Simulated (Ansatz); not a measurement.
Theory: DFT, PBE, plane waves (420 eV) with PAW, scalar-relativistic (Ansatz).

An element in the dhcp structure gives this curve. The cell is scaled uniformly from the relaxed one, with fractional coordinates and shape fixed. Energies are extrapolated to zero smearing, pressures are those at the given smearing. Magnetic state: spin not included.

| V (Å³/atom) | E − E₀ (meV/atom) | P (GPa) |
| --- | --- | --- |
| 6.953 | 52.1 | 19.35 |
| 7.269 | 21.7 | 11.72 |
| 7.585 | 5.1 | 5.35 |
| 7.901 | 0.0 | -0.01 |
| 8.217 | 4.6 | -4.51 |
| 8.533 | 17.4 | -8.30 |
| 8.849 | 37.1 | -11.50 |

Q: Which element is it?
A. beryllium
B. vanadium
C. cobalt
D. ruthenium

A: A. Its fit is V₀ = 7.90 Å³/atom, B₀ = 123 GPa, B₀′ = 3.3.
